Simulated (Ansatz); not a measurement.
Relaxation of a relaxed Cu cell deformed by the Cartesian strain tensor (xx, yy, zz, yz, xz, xy) = (0.191, -0.030, 0.046, 0.159, -0.052, 0.102); 1 atom in the cell, which starts as P-1 (No. 2), aP1; a = 2.1670 Å, b = 2.5205 Å, c = 2.7467 Å, α = 68.16°, β = 74.56°, γ = 78.18°. Computed with r2SCAN (plane waves to 500 eV, PAW, scalar-relativistic; Ansatz, a quantum-chemistry and plane-wave program). Γ-centred k-mesh 14×18×15 on the run's cell (coarser than for final values), Fermi–Dirac smearing 0.05 eV. This is the first round of the run. 

The optimiser's lines from the output (shortened; P is positive under compression):

```
relax step   1: F+E_penalty+E_count = -6630.67204127 eV  Δ(F+E_penalty+E_count) = +0.000e0 eV  max|allowed force component| = 0.000e0 eV/Å  Δτ_max = 0.0000 Å  P = +0.351 GPa  Ω = 13.329 Å³  (8 SCF iters, dr2 threshold 1.00e-7 eV, accepted)
relax step   2: F+E_penalty+E_count = -6630.87988590 eV  Δ(F+E_penalty+E_count) = -2.078e-1 eV  max|allowed force component| = 0.000e0 eV/Å  Δτ_max = 0.0000 Å  P = -1.791 GPa  Ω = 12.785 Å³  (7 SCF iters, dr2 threshold 1.00e-7 eV, accepted)
relax step   3: F+E_penalty+E_count = -6631.03483741 eV  Δ(F+E_penalty+E_count) = -1.550e-1 eV  max|allowed force component| = 0.000e0 eV/Å  Δτ_max = 0.0000 Å  P = -1.601 GPa  Ω = 12.249 Å³  (8 SCF iters, dr2 threshold 1.00e-7 eV, accepted)
relax step   4: F+E_penalty+E_count = -6631.14015514 eV  Δ(F+E_penalty+E_count) = -1.053e-1 eV  max|allowed force component| = 0.000e0 eV/Å  Δτ_max = 0.0000 Å  P = +0.897 GPa  Ω = 11.722 Å³  (8 SCF iters, dr2 threshold 1.00e-7 eV, accepted)
relax step   5: F+E_penalty+E_count = -6631.20444612 eV  Δ(F+E_penalty+E_count) = -6.429e-2 eV  max|allowed force component| = 0.000e0 eV/Å  Δτ_max = 0.0000 Å  P = +2.083 GPa  Ω = 11.446 Å³  (8 SCF iters, dr2 threshold 1.00e-7 eV, accepted)
relax step   6: F+E_penalty+E_count = -6631.24185521 eV  Δ(F+E_penalty+E_count) = -3.741e-2 eV  max|allowed force component| = 0.000e0 eV/Å  Δτ_max = 0.0000 Å  P = +1.260 GPa  Ω = 11.403 Å³  (7 SCF iters, dr2 threshold 1.00e-7 eV, accepted)
relax step   7: F+E_penalty+E_count = -6631.25355741 eV  Δ(F+E_penalty+E_count) = -1.170e-2 eV  max|allowed force component| = 0.000e0 eV/Å  Δτ_max = 0.0000 Å  P = -0.008 GPa  Ω = 11.458 Å³  (6 SCF iters, dr2 threshold 1.00e-7 eV, accepted)
relax step   8: F+E_penalty+E_count = -6631.25380525 eV  Δ(F+E_penalty+E_count) = -2.478e-4 eV  max|allowed force component| = 0.000e0 eV/Å  Δτ_max = 0.0000 Å  P = +0.006 GPa  Ω = 11.456 Å³  (5 SCF iters, dr2 threshold 1.00e-7 eV, accepted)
relax step   9: F+E_penalty+E_count = -6631.25380959 eV  Δ(F+E_penalty+E_count) = -4.348e-6 eV  max|allowed force component| = 0.000e0 eV/Å  Δτ_max = 0.0000 Å  P = -0.004 GPa  Ω = 11.456 Å³  (5 SCF iters, dr2 threshold 1.37e-8 eV, accepted)
relax step  10: F+E_penalty+E_count = -6631.25541298 eV  Δ(F+E_penalty+E_count) = -1.603e-3 eV  max|allowed force component| = 0.000e0 eV/Å  Δτ_max = 0.0000 Å  P = +0.071 GPa  Ω = 11.456 Å³  stress off target by 3.99e-1 GPa  SCF on the basis re-selected at this cell (its energy is not comparable with the rows above)  (8 SCF iters)
relax step  11: F+E_penalty+E_count = -6631.25545684 eV  Δ(F+E_penalty+E_count) = -4.386e-5 eV  max|allowed force component| = 0.000e0 eV/Å  Δτ_max = 0.0000 Å  P = -0.013 GPa  Ω = 11.462 Å³  (5 SCF iters, dr2 threshold 1.00e-7 eV, accepted)
relax step  12: F+E_penalty+E_count = -6631.25545755 eV  Δ(F+E_penalty+E_count) = -7.141e-7 eV  max|allowed force component| = 0.000e0 eV/Å  Δτ_max = 0.0000 Å  P = -0.001 GPa  Ω = 11.461 Å³  (4 SCF iters, dr2 threshold 2.65e-9 eV, accepted)
relax step  13: F+E_penalty+E_count = -6631.25546035 eV  Δ(F+E_penalty+E_count) = -2.795e-6 eV  max|allowed force component| = 0.000e0 eV/Å  Δτ_max = 0.0000 Å  P = -0.000 GPa  Ω = 11.461 Å³  stress off target by 4.36e-3 GPa  SCF on the basis re-selected at this cell (its energy is not comparable with the rows above)  (6 SCF iters)
```

From the first to the last row the energy changes by -0.58 eV/atom and the volume by -14.0 %. The last row is marked as not comparable with the walk above it, whose basis was carried along; it does compare with step 1, since both stand on a basis selected at the nominal cutoff for their own cell.

Later rounds, restarted from the end of this one on a renewed k-mesh, logged 10 more steps and released under 0.01 eV/atom more. The final structure after all rounds: Fm-3m (No. 225), cF4, fcc (Cu type); a = 3.5789 Å, b = 3.5789 Å, c = 3.5789 Å, α = 90.00°, β = 90.00°, γ = 90.00°. Between re-selections the logged energies stand on a plane-wave basis carried along with the cell. No spin polarisation in the result.

The run could not lose the symmetry of its start.
